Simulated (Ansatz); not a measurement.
CrN in space group Pmmn (No. 59; Cr on 2a, N on 2b), DFT-r²SCAN in the program Ansatz with PAW potentials. The conduction-band minimum lies at Γ, with 1 equivalent valley. Second derivatives d²E/dk² of the lowest band at one valley (eV·Å²), along Cartesian directions:

```json
[
 {"direction": "[100]", "d²E/dk²": "13.17"},
 {"direction": "[010]", "d²E/dk²": "88.67"},
 {"direction": "[001]", "d²E/dk²": "25.44"},
 {"direction": "[110]", "d²E/dk²": "50.99"},
 {"direction": "[101]", "d²E/dk²": "18.72"},
 {"direction": "[011]", "d²E/dk²": "57.12"}
]
```

Question: Find the principal effective masses, the density-of-states mass and the conductivity mass.

Answer: Off-diagonal terms follow from H_xy = H[110] − (H_xx + H_yy)/2, and m*/mₑ = 7.620 eV·Å² over each eigenvalue: 0.086, 0.30, 0.58. One valley's DOS mass (m₁m₂m₃)^(1/3) = 0.25, conductivity mass 3/(Σ 1/mᵢ) = 0.18 mₑ.

Question: What effective density of states Nc follows at 300 K for parabolic valleys?

Answer: Nc = 2.509e19 × 1 × (0.25)^(3/2) ≈ 3.1e18 cm⁻³.

The workflow started from a Materials Project entry (that database holds measured and hypothetical structures alike); the Crystallography Open Database copy checked does not list it. COD files the formula under space group No. 225. Whether it is the stable phase at ambient conditions was not checked. The cell was relaxed with r²SCAN under the symmetry of its start, as lowered by the spin order; whether a distortion lowers the energy is not shown. Spin order of the final state: antiferromagnetic, chosen from 5 collinear starts compared on coarse meshes (ties went to the first, and starts can fall back to one state), not a proven ground state. Other orbital occupations within this spin state were not tried. No Hubbard U is applied. Point labels and valley counts follow the cell and symmetry of the run, lower than the named group.

Potentials: the later of the program's two PAW sets.

Edges and masses are those of Kohn–Sham bands, whose gap is no quasiparticle gap.
